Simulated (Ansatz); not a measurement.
**Ansatz 0.2.0, relaxation: CsTiCl3**

Run with:

```bash
ansatz run input.yaml --threads 2 --pin off --max-ram 3584MiB --backend cpu --events-out ev --progress --plain --runs-dir out
```

The input file (Ansatz 0.2.0, plane waves):

```yaml
crystal:
  lattice:
    - [3.62324673, 6.27564826, 0.0]
    - [-3.62324673, 6.27564826, 0.0]
    - [0.0, 0.0, 6.0404116]
  atoms:
    - { symbol: Cs, position: [0.3333, 0.3334, 0.75] }
    - { symbol: Cs, position: [0.6666, 0.6667, 0.25] }
    - { symbol: Cl, position: [0.15754, 0.15754, 0.25] }
    - { symbol: Cl, position: [0.84246, 0.31508, 0.75] }
    - { symbol: Cl, position: [0.68492, 0.15754, 0.25] }
    - { symbol: Cl, position: [0.84246, 0.84246, 0.75] }
    - { symbol: Cl, position: [0.15754, 0.68492, 0.25] }
    - { symbol: Cl, position: [0.31508, 0.84246, 0.75] }
    - { symbol: Ti, position: [0.0, 0.0, 0.0] }
    - { symbol: Ti, position: [0.0, 0.0, 0.5] }
  symmetry: { tolerance: 0.0003 }
kpoints:
  mp_grid: { grid: [6, 6, 6], shift: [0, 0, 0] }
magnetization:
  spin_polarized: false
scf:
  occupations: { method: gaussian, width: 0.1402 }
  lower_state_search: "off"
hamiltonian:
  pseudopotentials: { kind: paw }
  xc: r2scan
basis:
  ecutwfc: 500
  fft_grid_basis: typed
relax:
  max_steps: 40
output:
  forces: true
  stress: true
  eigenvalues: true
  populations: true
  elf: true
  write_potential: true
  volumetric_format: npy
  dos:
    e_range: [-12, 8]
    de: 0.05
    projected: { site_lists: { Cl: [Cl], Cs: [Cs], Ti: [Ti] } }
  bader: false
checkpoint:
  read: saved_state
```

Origin of the cell: a known structure type with other elements, at an estimated volume, so it need not be a known compound.

The saved state is a converged single point of the same cell.

Steps:

```
step  ΔF (meV/atom)  max force component (eV/Å)  SCF iterations  step was
   1            0.0                       0.367               8  accepted
   2           -4.5                       0.006               7  accepted
   3           -4.5                       0.006               3  accepted
```

Before:

Space group P6_3/mmc (No. 194); the run's cell has a = 7.246 Å, b = 7.246 Å, c = 6.040 Å, α = 90.00°, β = 90.00°, γ = 60.00°. Shortest distances: Cl–Ti 2.49 Å, Ti–Ti 3.02 Å, Cl–Cl 3.42 Å.

The relaxed structure.

Space group P6_3/mmc (No. 194); the run's cell has a = 7.246 Å, b = 7.246 Å, c = 6.040 Å, α = 90.00°, β = 90.00°, γ = 60.00°. Shortest distances: Cl–Ti 2.52 Å, Ti–Ti 3.02 Å, Cl–Cl 3.50 Å.

```xyz
10
Lattice="3.6232 6.2756 0.0000 -3.6232 6.2756 0.0000 0.0000 0.0000 6.0404" Properties=species:S:1:pos:R:3 pbc="T T T"
Cs    0.0000    4.1838    4.5303
Cs    0.0000    8.3675    1.5101
Cl    0.0000    2.0183    1.5101
Cl    1.8754    7.2848    4.5303
Cl    1.8754    5.2665    1.5101
Cl    0.0000   10.5330    4.5303
Cl   -1.8754    5.2665    1.5101
Cl   -1.8754    7.2848    4.5303
Ti    0.0000    0.0000    0.0000
Ti    0.0000    0.0000    3.0202
```

| Item | Value |
| --- | --- |
| Free energy lowered by | 4.5 meV/atom |
| Final pressure | -0.87 GPa |
| Relaxation steps listed | 3 |

Caveats: no moments, though an odd count or open d shells may carry them; the SCF threshold is looser than advised for a stress; the relaxation held the start's symmetry, so the end may be a saddle point.

It ran for 2.2 min on 2 threads of Arm Neoverse V1 (shared host), peak memory 1.4 GiB, from a saved density.
